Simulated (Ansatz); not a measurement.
TiGeO₃:
```cif
data_GeO3Ti
_chemical_formula_sum 'Ti1 Ge1 O3'
_space_group_name_H-M_alt 'P 1'
_space_group_IT_number 1
_cell_length_a 3.71553
_cell_length_b 3.71553
_cell_length_c 4.48409
_cell_angle_alpha 90.000
_cell_angle_beta 90.000
_cell_angle_gamma 90.000
loop_
_space_group_symop_operation_xyz
  'x, y, z'
loop_
_atom_site_label
_atom_site_type_symbol
_atom_site_fract_x
_atom_site_fract_y
_atom_site_fract_z
_atom_site_occupancy
Ti1 Ti 0.50000 0.50000 0.48101 1
Ge1 Ge 0.00000 0.00000 0.08275 1
O1 O 0.50000 0.50000 0.85989 1
O2 O 0.50000 0.00000 0.34117 1
O3 O 0.00000 0.50000 0.34117 1
```

Relaxed with PBEsol.

Question: Decompose the optical modes at the zone centre into irreducible representations, and say which are infrared and Raman allowed.

Answer: Point group 4mm: Γ_opt = 3A1 + B1 + 4E. Infrared: A1, E. Raman: A1, B1, E.

Question: Assign frequencies (DFPT, PBEsol (plane waves, PAW; program Ansatz); without the LO–TO term).

Answer: E 108i, E 228, A1 236, E 272, B1 319, A1 430, E 604, A1 822 cm⁻¹.

Subscripts of B labels follow the axes of the standard setting.

Space group P4mm. The start of the workflow was typed in or built on a structure type; neither database checked (COD, Materials Project) lists it. Its standing as an ambient phase is unchecked. The PBEsol relaxation kept the symmetry of its start. At this level the phase is dynamically unstable (imaginary phonons). The workflow began spin-polarised and lost its moments.

Potentials: the earlier of the program's two PAW sets. The files were generated under PBE; for other functionals the program regenerates the frozen cores, and for LDA and PBEsol the local potential too.
